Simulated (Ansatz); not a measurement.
SiC:
```cif
data_C2Si2
_chemical_formula_sum 'Si2 C2'
_space_group_name_H-M_alt 'P 1'
_space_group_IT_number 1
_cell_length_a 3.09198
_cell_length_b 3.09198
_cell_length_c 5.07436
_cell_angle_alpha 90.000
_cell_angle_beta 90.000
_cell_angle_gamma 120.000
loop_
_space_group_symop_operation_xyz
  'x, y, z'
loop_
_atom_site_label
_atom_site_type_symbol
_atom_site_fract_x
_atom_site_fract_y
_atom_site_fract_z
_atom_site_occupancy
Si1 Si 0.66667 0.33333 0.00052 1
Si2 Si 0.33333 0.66667 0.50052 1
C1 C 0.66667 0.33333 0.62468 1
C2 C 0.33333 0.66667 0.12468 1
```

Relaxed with PBE.

Tabulate the valence density and the electron localisation function along the shortest Si–C contact (1.89 Å), the program Ansatz at the PBE level (PAW).



| distance from Si (Å) | density (e/Å³) | ELF |
|---|---|---|
| 0.19 | 0.09 | 0.30 |
| 0.28 | 0.15 | 0.24 |
| 0.38 | 0.23 | 0.30 |
| 0.47 | 0.35 | 0.47 |
| 0.57 | 0.47 | 0.69 |
| 0.66 | 0.60 | 0.84 |
| 0.76 | 0.70 | 0.90 |
| 0.85 | 0.79 | 0.93 |
| 0.95 | 0.88 | 0.93 |
| 1.04 | 0.98 | 0.93 |
| 1.14 | 1.12 | 0.91 |
| 1.23 | 1.28 | 0.89 |
| 1.33 | 1.47 | 0.83 |
| 1.42 | 1.66 | 0.72 |
| 1.51 | 1.79 | 0.52 |
| 1.61 | 1.85 | 0.26 |
| 1.70 | 1.83 | 0.08 |

The density is the valence pseudo-density with augmentation charge, so density and ELF within about 1 Å of a nucleus are not all-electron values.

Space group P6_3mc (wurtzite). Symmetry was held in the PBE relaxation; phonons on a q-mesh show no instability.

Potentials: the later of the program's two PAW sets.
